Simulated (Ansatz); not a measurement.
Sn:
```
CELL_PARAMETERS angstrom
      0.00000     3.27044     3.27044
      3.27044     0.00000     3.27044
      3.27044     3.27044     0.00000
ATOMIC_POSITIONS crystal
  Sn 0.50000 0.50000 0.50000
  Sn 0.75000 0.75000 0.75000
```

Relaxed with PBEsol. Special points in fractions of this cell's reciprocal vectors: Γ (0.000, 0.000, 0.000); X (0.500, 0.000, 0.500); U (0.625, 0.250, 0.625); K (0.375, 0.375, 0.750); L (0.500, 0.500, 0.500); W (0.500, 0.250, 0.750).

Question: List the band energies nearest the Fermi level at these points for PBEsol (plane waves, PAW; program Ansatz).

Answer: In eV from the Fermi level; about four levels below and three above (degenerate sets whole), none deeper than 8.9 eV; points with the same levels are listed once.

| k | below | above |
|---|---|---|
| Γ | -0.82 | 0.12 0.12 0.12 |
| X | -7.42 -7.42 -2.36 -2.36 | 0.81 0.81 7.59 7.59 |
| U | -7.82 -6.95 -3.26 -2.01 | 1.09 3.32 5.65 |
| L | -6.20 -1.05 -1.05 -0.08 | 3.23 3.23 5.57 |
| W | -7.37 -7.37 -2.93 -2.93 | 3.36 3.36 4.00 4.00 |

Space group Fd-3m (diamond). This is a known low-temperature phase of the composition, computed here at zero pressure and temperature. The PBEsol relaxation kept the symmetry of its start; its stability against distortions is not shown here. Scalar-relativistic: spin–orbit coupling is off unless named, which matters more the heavier the elements.

Potentials: the later of the program's two PAW sets.
